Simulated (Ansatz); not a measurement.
The start is a relaxed NbAs cell with every coordinate shifted by Gaussian noise of σ = 0.1 Å. A full variable-cell relaxation at zero pressure is run with PBEsol (plane waves to 420 eV, PAW, scalar-relativistic; Ansatz, a quantum-chemistry and plane-wave program). First-step values are on the input's coarse k-mesh.

Ansatz input (later rounds restart from its end on a renewed k-mesh):
Ansatz 0.2 input:
```yaml
crystal:
  lattice:
    - [-1.7196725141, 1.7196725141, 5.7964841826]
    - [1.7196725141, -1.7196725141, 5.7964841826]
    - [1.7196725141, 1.7196725141, -5.7964841826]
  atoms:
    - { symbol: Nb, position: [1.0257637517, 0.9922501652, 0.0329259069] }
    - { symbol: Nb, position: [0.7670162516, 0.233794608, 0.5066205588] }
    - { symbol: As, position: [0.4139938262, 0.4513638711, 0.0320634008] }
    - { symbol: As, position: [0.1489555427, 0.6956947932, 0.5387573082] }
basis: { ecutwfc: 420, ecutrho_ratio: 4, xc_grid: 2, fft_grid_basis: typed }
kpoints: { mp_grid: { grid: [7, 7, 9] } }
hamiltonian:
  xc: pbesol
  dispersion: none
  pseudopotentials: { kind: paw }
scf: { occupations: { method: fermi_dirac, width: 0.05 } }
relax: { f_tol: 0.01, max_steps: 100, cell: { stress_tol: 0.02 } }
output: { forces: true, stress: true }
```

What pressure does the first self-consistent step give?

+3 GPa (positive: the cell is compressed).

What is the largest force in the starting geometry, and on which atom (counted from 1)?

About 3.0 eV/Å, on As4 (atoms numbered as listed).

By how much does the energy per atom fall from start to end?

0.13 eV/atom.

Does it find its way back to the structure it was made from?

It relaxes back to the parent, I4₁md (No. 109).

What band gap does the relaxed structure have at this level?

No gap on the sampled points, where the bands overlap only slightly; such a result is sensitive to mesh and level.

Final structure:

```cif
data_As4Nb4
_chemical_formula_sum 'Nb4 As4'
_space_group_name_H-M_alt 'I41md'
_space_group_IT_number 109
_space_group_name_Hall 'I 4bw -2'
_cell_length_a 3.43951
_cell_length_b 3.43951
_cell_length_c 11.59159
_cell_angle_alpha 90.000
_cell_angle_beta 90.000
_cell_angle_gamma 90.000
loop_
_atom_site_label
_atom_site_type_symbol
_atom_site_symmetry_multiplicity
_atom_site_Wyckoff_symbol
_atom_site_fract_x
_atom_site_fract_y
_atom_site_fract_z
_atom_site_occupancy
Nb1 Nb 4 a 0.00000 0.00000 0.25465 1
As1 As 4 a 0.00000 0.00000 0.67319 1
```
(The calculation used a cell of 4 atoms; values per cell refer to that cell.)

Final values are on a 19×19×19 k-mesh of the relaxed cell. No spin polarisation in the result.
